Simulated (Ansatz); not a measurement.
The relaxed structure here is a generated cell of Pd: the first start was made by placing the elements on the sites of a structure type, and the end was not matched to a known phase here, so it may be hypothetical. Known forms of Pd include space group No. 225.

A relaxed structure of Pd. Level of theory: r2SCAN (plane waves to 500 eV, PAW, scalar-relativistic; Ansatz, a quantum-chemistry and plane-wave program).

```cif
data_Pd8
_chemical_formula_sum 'Pd8'
_space_group_name_H-M_alt 'P 1'
_space_group_IT_number 1
_cell_length_a 4.96867
_cell_length_b 4.96867
_cell_length_c 4.96867
_cell_angle_alpha 90.000
_cell_angle_beta 90.000
_cell_angle_gamma 90.000
loop_
_space_group_symop_operation_xyz
  'x, y, z'
loop_
_atom_site_label
_atom_site_type_symbol
_atom_site_fract_x
_atom_site_fract_y
_atom_site_fract_z
_atom_site_occupancy
Pd1 Pd 0.25000 0.00000 0.50000 1
Pd2 Pd 0.75000 0.00000 0.50000 1
Pd3 Pd 0.00000 0.50000 0.25000 1
Pd4 Pd 0.00000 0.50000 0.75000 1
Pd5 Pd 0.50000 0.25000 0.00000 1
Pd6 Pd 0.50000 0.75000 0.00000 1
Pd7 Pd 0.00000 0.00000 0.00000 1
Pd8 Pd 0.50000 0.50000 0.50000 1
```

**Question.** Determine the symmetry and give the standard cell with its independent sites.

**Answer.** Space group Pm-3n (No. 223); a = 4.969 Å, b = 4.969 Å, c = 4.969 Å, α = 90.00°, β = 90.00°, γ = 90.00°

```json
[
 {"atom": "Pd", "site": "6c", "symmetry": "-4m.2", "x": "0.0000", "y": "0.5000", "z": "0.2500"},
 {"atom": "Pd", "site": "2a", "symmetry": "m-3.", "x": "0.0000", "y": "0.0000", "z": "0.0000"}
]
```

**Question.** Give the shortest distances between elements (the closest pairs, up to four, under 3.6 Å).

**Answer.** Pd–Pd 2.48 Å.

The volume per atom is 15.33 Å³. The band gap is zero (metallic).

No spin polarisation in the result.

The run could not lose the symmetry of its start: the end is stationary, and may be a saddle point rather than a minimum.

All atoms sit on sites fixed by symmetry, so only the cell could relax.
